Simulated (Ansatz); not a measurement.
Y (diamond, space group No. 227) at seven volumes, the program Ansatz at the PBE level (PAW), scaled uniformly. One row is withheld.

| V (Å³/atom) | P (GPa) |
|---|---|
| 39.720 | 1.40 |
| 41.029 | 0.88 |
| 42.338 | 0.47 |
| 43.648 | 0.00 |
| 44.957 | -0.31 |
| 46.267 | ? |
| 47.576 | -0.51 |

Task: Fit the shown pressures and predict the withheld one.

Result: P = (3/2)B₀(x^(7/2) − x^(5/2))[1 + (3/4)(B′ − 4)(x − 1)] with x = (V₀/V)^(2/3). Least squares on the six rows gives V₀ = 43.813 Å³/atom, B₀ = 9.7 GPa, B′ = 8.68. At V = 46.267, x = 0.9643 and P = -0.41 GPa. The run itself gave -0.44 GPa.

Space group Fd-3m (diamond). The start of the workflow was typed in or built on a structure type; neither database checked (COD, Materials Project) lists it. It is not the phase usual at ambient conditions (space group No. 194). Symmetry was held in the PBE relaxation; whether a distortion lowers the energy is not shown. The run is not spin-polarised. The volume moved by -17 % from the start of the relaxation.

Potentials: the later of the program's two PAW sets.
